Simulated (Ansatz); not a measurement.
Relaxed-ion elastic tensor of Na (fcc (Cu type), space group No. 225) in GPa (Voigt order), r²SCAN (plane waves, PAW; program Ansatz); density 1.01 g/cm³, 37.78 Å³ per atom.

```json
[
 {"": "1", "1": "8.7", "2": "7.1", "3": "7.1", "4": "0.0", "5": "0.0", "6": "0.0"},
 {"": "2", "1": "7.1", "2": "8.7", "3": "7.1", "4": "0.0", "5": "0.0", "6": "0.0"},
 {"": "3", "1": "7.1", "2": "7.1", "3": "8.7", "4": "0.0", "5": "0.0", "6": "0.0"},
 {"": "4", "1": "0.0", "2": "0.0", "3": "0.0", "4": "6.2", "5": "0.0", "6": "0.0"},
 {"": "5", "1": "0.0", "2": "0.0", "3": "0.0", "4": "0.0", "5": "6.2", "6": "0.0"},
 {"": "6", "1": "0.0", "2": "0.0", "3": "0.0", "4": "0.0", "5": "0.0", "6": "6.2"}
]
```

Is the crystal mechanically stable?

Yes: the smallest eigenvalue of C is 1.7 GPa.

Work out the Voigt, Reuss and Hill averages.

K_V = 7.6, K_R = 7.6, K_H = 7.6; G_V = 4.0, G_R = 1.7, G_H = 2.9 GPa.

Give Young's modulus, Poisson's ratio, Pugh's ratio and the universal anisotropy index.

E = 9KG/(3K + G) = 7.7 GPa; ν = 0.33; K/G = 2.64 (ductile by the Pugh limit of 1.75); A_U = 5G_V/G_R + K_V/K_R − 6 = 6.71.

Estimate the sound speeds and the Debye temperature.

v_l = √((K + 4G/3)/ρ) = 3370 m/s, v_t = √(G/ρ) = 1690 m/s, mean 1890 m/s; Θ = (h/k)(3n/4πV)^(1/3) v_m = 168 K.

Give the Zener ratio and Young's modulus along [100], [110] and [111].

A = 2C44/(C11 − C12) = 7.46; 1/E = S11 − 2(S11 − S12 − S44/2)Γ with Γ = 0, 1/4, 1/3 gives 2.4, 6.4, 14.6 GPa.

Solve the Christoffel equation for the three sound speeds along [100], [110], [111].

Eigenvalues of C_ijkl n_j n_l equal ρv². In km/s, slowest first: [100] 2.47, 2.47, 2.94; [110] 0.91, 2.47, 3.73; [111] 1.61, 1.61, 3.96.

Space group Fm-3m (fcc (Cu type)). This is a known high-pressure phase of the composition, computed here at zero pressure and temperature. Symmetry was held in the r²SCAN relaxation; its stability against distortions is not shown here. As this level gives no gap, shear constants depend on the k-mesh and smearing (Fermi–Dirac, 0.1 eV here).

Potentials: the later of the program's two PAW sets.
